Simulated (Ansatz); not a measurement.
The elements of this relaxed trial crystal are hidden behind letters.

```
lattice vectors (Å)
   2.1343    1.2323   17.4111
  -2.1343    1.2323   17.4111
   0.0000   -2.4645   17.4111
fractional positions
X 0.0001 0.0001 0.0001
X 0.3955 0.3955 0.3955
X 0.7984 0.7984 0.7984
X 0.2013 0.2013 0.2013
X 0.6045 0.6045 0.6045
Z 0.7472 0.7472 0.7472
Z 0.1500 0.1500 0.1500
Z 0.5529 0.5529 0.5529
Q 0.3479 0.3479 0.3479
Q 0.9522 0.9522 0.9522
```

The calculation used DFT PBE, scalar-relativistic, plane waves, PAW (Ansatz). Plane waves to 420 eV, a 12×12×12 mesh through Γ for the 10-atom cell and 0.10 eV Gaussian smearing; no spin polarisation.

* Space group: R3m (No. 160)
* Conventional cell: a = 4.269 Å, c = 52.233 Å
* Volume per atom: 27.47 Å³
* Density: 5.22 g/cm³
* Formation energy: −0.21 eV/atom
* Gap on the 12×12×12 mesh of the 10-atom cell: 0 eV (the bands overlap slightly)

Energies are uncorrected and count from the elements' standard states at the same level.

Problem. X is a p-block element of period 4, Z is a p-block element of period 5 and Q is a p-block element of period 4. Which elements are they?

Solution. X = Ga, Z = Sb, Q = As, so the formula is Ga5Sb3As2. Density times volume gives a mean mass of 5.22 × 27.47/1.6605 = 86.4 u per atom, and this set has 86.4 u. Around Ga on its first site lie 4 As at 2.50–2.58 Å; Sb on its first site has 4 Ga at 2.64–2.68 Å; As on its first site has 4 Ga at 2.49–2.58 Å; 7 more sites not described. Other sets within the hints have nearly the same mass, so mass alone doesn't settle it; this one was computed.

Spin–orbit coupling, which can matter for Sb, is left out. The zero gap may come from the functional, which often closes small gaps. Symmetry constrained the relaxation, so the result can be a saddle point.
